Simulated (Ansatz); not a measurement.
## Ni (fcc)

The computed numbers are results of PBEsol, scalar-relativistic (collinear spin) in the plane-wave PAW code Ansatz at 420 eV, 20×20×20 k-mesh, Gaussian smearing of 0.05 eV; PAW files: Ansatz's generated set soft_2.

```yaml
crystal:
  lattice:
    - [0.00000, 1.73157, 1.73157]
    - [1.73157, 0.00000, 1.73157]
    - [1.73157, 1.73157, 0.00000]
  atoms:
    - { symbol: Ni, position: [0.00000, 0.00000, 0.00000] }
```

Magnetic state: ferromagnetic, site spin moments Ni 0.67 μB.

**Question.** Which orbitals carry the states at the Fermi level, and how many states are there?

**Answer.** Within 0.1 eV of it: Ni 3d 97 % (shares among the projected shells). The density of states at the Fermi level is about 1.7 states/eV per cell, averaged over 0.3 eV.

Density of states (tetrahedra, averaged over 0.3 eV; states/eV per cell of 1 atom; energy in eV from the Fermi level; projections on Löwdin-orthogonalised atomic orbitals, summed over sites):

```csv
E,total,Ni 3d up,Ni 3d down,Ni 4s
-7.60,0.10,0.00,0.00,0.10
-7.30,0.12,0.00,0.00,0.11
-7.00,0.13,0.01,0.00,0.12
-6.70,0.15,0.01,0.01,0.13
-6.40,0.17,0.01,0.01,0.14
-6.10,0.19,0.02,0.01,0.16
-5.80,0.23,0.03,0.02,0.17
-5.50,0.29,0.06,0.03,0.19
-5.20,0.44,0.16,0.05,0.22
-4.90,0.72,0.36,0.11,0.25
-4.60,0.98,0.45,0.28,0.24
-4.30,1.28,0.72,0.35,0.19
-4.00,1.44,0.88,0.41,0.12
-3.70,1.54,0.74,0.69,0.06
-3.40,1.57,0.75,0.73,0.03
-3.10,1.85,1.00,0.74,0.04
-2.80,1.93,1.12,0.69,0.05
-2.50,2.50,1.40,0.94,0.07
-2.20,2.40,1.19,1.06,0.07
-1.90,2.11,0.83,1.14,0.06
-1.60,2.56,1.17,1.28,0.05
-1.30,2.16,1.22,0.85,0.04
-1.00,2.32,1.19,1.06,0.04
-0.70,3.16,1.97,1.14,0.04
-0.40,1.49,0.44,0.99,0.04
-0.10,1.41,0.12,1.22,0.05
0.20,1.74,0.10,1.55,0.07
0.50,0.45,0.09,0.26,0.08
0.80,0.33,0.07,0.13,0.09
1.10,0.31,0.06,0.11,0.10
1.40,0.30,0.05,0.09,0.10
1.70,0.29,0.04,0.08,0.10
2.00,0.28,0.04,0.06,0.10
2.30,0.27,0.03,0.05,0.10
2.60,0.26,0.03,0.05,0.09
2.90,0.25,0.02,0.04,0.08
3.20,0.24,0.02,0.03,0.08
3.50,0.23,0.02,0.03,0.07
3.80,0.21,0.01,0.02,0.06
4.10,0.20,0.01,0.02,0.05
4.40,0.18,0.01,0.02,0.05
4.70,0.17,0.01,0.01,0.04
5.00,0.15,0.01,0.01,0.03
5.30,0.14,0.01,0.01,0.02
5.60,0.12,0.00,0.01,0.02
5.90,0.12,0.01,0.01,0.03
```

The run wasn't fully tested for a lower electronic state. Site moments are of spin, integrated over atomic spheres. The relaxed cell is 5 % smaller in volume than the cell of this structure in the Crystallography Open Database (10.94 Å³/atom, 1988).
